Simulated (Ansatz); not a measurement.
# K: K jump into a vacancy

Theory: DFT PBEsol, scalar-relativistic, plane waves, PAW (Ansatz). The runs took a 420 eV cutoff, a Γ-centred 2×2×2 mesh and Gaussian smearing (0.1 eV). No spin polarisation.

The perfect supercell:

```
K
1.0
    -5.23600    5.23600  -10.47200
     5.23600   10.47200   -5.23600
     5.23600   -5.23600  -10.47200
K
24
Direct
  0.75000 0.00000 0.75000
  0.70833 0.33333 0.87500
  0.37500 0.00000 0.87500
  0.87500 0.00000 0.37500
  0.83333 0.33333 0.50000
  0.79167 0.66667 0.62500
  0.50000 0.00000 0.50000
  0.45833 0.33333 0.62500
  0.41667 0.66667 0.75000
  0.12500 0.00000 0.62500
  0.08333 0.33333 0.75000
  0.04167 0.66667 0.87500
  0.95833 0.33333 0.12500
  0.91667 0.66667 0.25000
  0.62500 0.00000 0.12500
  0.58333 0.33333 0.25000
  0.54167 0.66667 0.37500
  0.25000 0.00000 0.25000
  0.20833 0.33333 0.37500
  0.16667 0.66667 0.50000
  0.66667 0.66667 0.00000
  0.33333 0.33333 0.00000
  0.29167 0.66667 0.12500
  0.00000 0.00000 0.00000
```

Atom 1 (K) is removed, leaving a vacancy without charge, and atom 3 jumps 4.53 Å into it. The vacancy and the half-way point are each relaxed at fixed cell, keeping their symmetry. The supercell is small.

(1) How high does the half-way point lie?

Results:

(1) 0.07 eV above the relaxed vacancy, with the jumping atom 0.00 Å off the straight line, where the cell's symmetry pins it, so a bent path, which could be lower, wasn't tried. This is the barrier if that point is a first-order saddle, which wasn't checked.

Cost: 2 runs of about 21 core-minutes in all, on Arm Neoverse V1 (shared hosts).